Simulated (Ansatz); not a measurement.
Here is the system:

LuBi:
Space group Fm-3m (No. 225); a = 6.1333 Å, b = 6.1333 Å, c = 6.1333 Å, α = 90.00°, β = 90.00°, γ = 90.00°

```
atom  site  symmetry       x       y       z
----  ----  --------  ------  ------  ------
Lu      4b      m-3m  0.5000  0.5000  0.5000
Bi      4a      m-3m  0.0000  0.0000  0.0000
```
(The calculation used a cell of 2 atoms; values per cell refer to that cell.)

This is the PBEsol-relaxed structure.

Question: All from plane-wave PAW PBEsol (Ansatz code), unless another level is named. Predict the Hill bulk and shear moduli.

Answer: 60.9 and 35.6 GPa.

Question: Predict the elastic constants (relaxed ions, GPa).

Answer: C11 = 150, C12 = 16.4, C44 = 22.7.

The workflow started from a Materials Project entry (that database holds measured and hypothetical structures alike); the Crystallography Open Database copy checked does not list it. With Lu and Bi taken as one species the cell has the higher symmetry Pm-3m, so it may be an ordered model of a mixed-site phase. Whether it is the stable phase at ambient conditions was not checked. The PBEsol relaxation kept the symmetry of its start; of distortions, only those at the zone centre were tested. As this level gives no gap, shear constants depend on the k-mesh and smearing (Fermi–Dirac, 0.1 eV here). Spin–orbit coupling is left out wherever it is not named.

Potentials: the later of the program's two PAW sets.
